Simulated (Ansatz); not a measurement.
CO on a (100) slab of Si (Fd-3m (No. 227)), 6 planes, outer planes Si (top) and Si (bottom), its top face closed with OH on dimers, its bottom face closed with H, 1 a cell of 58.8 Å², relaxed and still whole (its atoms last):

```
CELL_PARAMETERS angstrom
7.66719 0.00000 0.00000
0.00000 7.66719 0.00000
0.00000 0.00000 28.77794
ATOMIC_POSITIONS crystal
Si 0.50000 0.25000 0.30688
Si 0.50000 0.75000 0.30688
Si 0.00000 0.25000 0.30688
Si 0.00000 0.75000 0.30688
Si 0.50000 0.50000 0.35398
Si 0.50000 0.00000 0.35398
Si 0.00000 0.50000 0.35398
Si 0.00000 0.00000 0.35398
Si 0.75000 0.50000 0.40108
Si 0.75000 0.00000 0.40108
Si 0.25000 0.50000 0.40108
Si 0.25000 0.00000 0.40108
Si 0.74171 0.74998 0.44672
Si 0.75822 0.24997 0.44560
Si 0.24768 0.74996 0.45041
Si 0.25298 0.25007 0.44958
Si 0.98842 0.74869 0.49472
Si 0.99743 0.24907 0.49619
Si 0.50239 0.75167 0.49818
Si 0.51248 0.25254 0.49305
Si 0.90919 0.99747 0.53717
Si 0.91010 0.49954 0.53748
Si 0.59083 0.00914 0.53726
Si 0.59060 0.49655 0.53775
H 0.41133 0.25000 0.26082
H 0.31149 0.74988 0.29342
H 0.90921 0.24999 0.26114
H 0.81080 0.75002 0.29424
H 0.68912 0.25002 0.29416
H 0.59074 0.74995 0.26113
H 0.18855 0.25006 0.29347
H 0.08833 0.75018 0.26077
O 0.98308 0.97945 0.59230
H 0.01094 0.08942 0.60733
O 0.98877 0.49293 0.59212
H 0.02693 0.60497 0.60406
O 0.51661 0.04789 0.59136
H 0.55064 0.95945 0.61419
O 0.51297 0.48174 0.59229
H 0.50220 0.36107 0.60262
C 0.66433 0.76475 0.65560
O 0.73948 0.67460 0.67952
```

Computed with DFT PBE+D3(BJ), scalar-relativistic, plane waves, PAW in Ansatz 0.2.0. Plane waves to 420 eV, a k mesh through Γ of 2×2×1 on the computed 42-atom cell and Gaussian smearing (0.05 eV); no spin polarisation. A dipole correction removes the field between periodic images along c.

It binds with 0.40 eV a molecule against the clean slab and the free molecule (no zero-point or thermal terms); its shortest contact is C–H 2.10 Å. Take first-order desorption with no barrier to adsorption, no reaction on the face and an assumed prefactor of 10^13 s⁻¹.

Task: How long does a molecule stay at 473 K?

Result: τ = ν⁻¹·exp(E/k_BT) with k_BT = 0.0408 eV: E/k_BT = 9.8, so τ ≈ 2×10^-9 s. At about one hit a site a second (10⁻⁶ mbar) the coverage is near τ × 1 s⁻¹, so a layer needs roughly 5×10^2 mbar.

Task: Where does its peak lie in a desorption experiment heated at 1 K/s?

Result: The peak obeys E/(k_B·T_p²) = (ν/β)·exp(−E/k_BT_p). Solving gives T_p ≈ 147 K (E/k_BT_p = 31.5). An error of 0.1 eV in E moves it by about 37 K, and larger molecules have larger prefactors, which lowers it.

Task: Is this physisorption or chemisorption?

Result: The tightest contact, C–H 2.10 Å, is 1.96 times the sum of covalent radii, and deformation and lateral interaction add up to -0.12 eV; about 0.01 e cross the plane between them. This is physisorption.